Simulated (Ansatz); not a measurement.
## SiC with an Si vacancy: do the settings matter for the field gradients?

Cell: a supercell of SiC (zinc blende type, F-43m) built from an entry of the Crystallography Open Database (COD), with all atoms left at the host's positions.

```
Si C
1.0
     0.00000    6.53700    6.53700
     6.53700    0.00000    6.53700
     6.53700    6.53700    0.00000
Si C
26 27
Direct
  0.00000 0.00000 0.33333
  0.00000 0.00000 0.66667
  0.00000 0.33333 0.00000
  0.00000 0.33333 0.33333
  0.00000 0.33333 0.66667
  0.00000 0.66667 0.00000
  0.00000 0.66667 0.33333
  0.00000 0.66667 0.66667
  0.33333 0.00000 0.00000
  0.33333 0.00000 0.33333
  0.33333 0.00000 0.66667
  0.33333 0.33333 0.00000
  0.33333 0.33333 0.33333
  0.33333 0.33333 0.66667
  0.33333 0.66667 0.00000
  0.33333 0.66667 0.33333
  0.33333 0.66667 0.66667
  0.66667 0.00000 0.00000
  0.66667 0.00000 0.33333
  0.66667 0.00000 0.66667
  0.66667 0.33333 0.00000
  0.66667 0.33333 0.33333
  0.66667 0.33333 0.66667
  0.66667 0.66667 0.00000
  0.66667 0.66667 0.33333
  0.66667 0.66667 0.66667
  0.08333 0.08333 0.08333
  0.08333 0.08333 0.41667
  0.08333 0.08333 0.75000
  0.08333 0.41667 0.08333
  0.08333 0.41667 0.41667
  0.08333 0.41667 0.75000
  0.08333 0.75000 0.08333
  0.08333 0.75000 0.41667
  0.08333 0.75000 0.75000
  0.41667 0.08333 0.08333
  0.41667 0.08333 0.41667
  0.41667 0.08333 0.75000
  0.41667 0.41667 0.08333
  0.41667 0.41667 0.41667
  0.41667 0.41667 0.75000
  0.41667 0.75000 0.08333
  0.41667 0.75000 0.41667
  0.41667 0.75000 0.75000
  0.75000 0.08333 0.08333
  0.75000 0.08333 0.41667
  0.75000 0.08333 0.75000
  0.75000 0.41667 0.08333
  0.75000 0.41667 0.41667
  0.75000 0.41667 0.75000
  0.75000 0.75000 0.08333
  0.75000 0.75000 0.41667
  0.75000 0.75000 0.75000
```

Atoms are numbered from 1 in the order listed; like atoms form one site, named after its first atom.

Reference run. Method: Kohn–Sham DFT in Ansatz, PBE, plane waves and PAW, scalar-relativistic, collinear spin, 420 eV cutoff, Γ-centred 3×3×3 k-points, Fermi–Dirac smearing 0.01 eV, cell charge -1. Start moments as typed (μB): 0 0 0 0 0 0 0 0 0 0 0 0 0 0 0 0 0 0 0 0 0 0 0 0 0 0 0.5 0 0.5 0 0 0 0.5 0 0 0 0 0 0 0 0 0 0 0 0.5 0 0 0 0 0 0 0 0 by atom.

**Question.** The input is changed as follows: `scf.mixing.algorithm`: not typed → msr1; `scf.mixing.beta`: not typed → 0.7; `kpoints.mp_grid.grid`: [3, 3, 3] → [4, 4, 4]. What happens to V_zz (10²¹ V/m²) and η?

**Answer.** 

```tsv
site	atom	V_zz reference	η reference	V_zz changed	η changed
Si1	1	-0.85	0.12	-0.85	0.11
Si8	8	0.17	0.00	0.17	0.00
Si14	14	-0.23	0.68	-0.23	0.69
C27	27	2.81	0.00	2.75	0.00
C28	28	0.26	0.15	0.24	0.17
C32	32	-0.18	0.36	-0.18	0.38
C40	40	0.071	0.00	0.069	0.00
```

The largest change of V_zz is on C27, from 2.81 to 2.75. In per cent, |V_zz| changes by -2 on C (all sites that start above 2). Sites with |V_zz| of 0.02 or less aren't listed. The absolute magnetisation of the cell goes from 1.1 to 1.6 μB. SCF iterations: 11 and 10.

On the reference run: The defect repeats with the cell of 53 atoms, so it feels its images: sites between two images don't show the values beside a lone defect, and zeros or small values of η there can come from the images' arrangement. A uniform background compensates the cell's charge. The defect cell has no gap above 0.1 eV on its mesh, so the values can hang on the smearing and the k-mesh. The neighbours have not yet relaxed around the defect (largest force 1.7 eV/Å), so a real crystal will differ.
